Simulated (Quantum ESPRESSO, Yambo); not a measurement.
At a photon energy of 10.88 eV, RPA with local fields on PBEsol bands shifted by a G0W0 scissor of 2.83 eV (Quantum ESPRESSO and Yambo; 4×4×4 mesh, 130 bands, 3 Ry local-field block, 0.2 eV broadening) gives ε = 1.92 + 2.04i for CsBH4 (space group F-43m, No. 216), field along x.

**Question.** Work out n, κ, the normal-incidence reflectivity, the absorption coefficient and the penetration depth.

**Answer.** 
|ε| = 2.80; n = √((|ε| + ε1)/2) = 1.54, κ = √((|ε| − ε1)/2) = 0.66. R = ((n − 1)² + κ²)/((n + 1)² + κ²) = 0.11. α = 2Eκ/(ħc) with ħc = 197.327 eV nm: 0.0732 per nm = 7.3 × 10⁵ per cm, a 1/e depth of 14 nm. The computed direct gap is 8.35 eV, and the energy scale of the real crystal may differ from it. Excitonic effects are left out, and values at one energy depend on mesh and broadening. The scissor comes from a G0W0 run whose convergence isn't established. Convergence of the RPA response with its 4×4×4 mesh was not tested.

Geometry of the Materials Project entry, not relaxed at this level; primitive cell a = b = c = 5.1845 Å, α = β = γ = 60.00°.

The structure is a Materials Project entry; no match was found in the copy of COD used, and its stability was not checked.
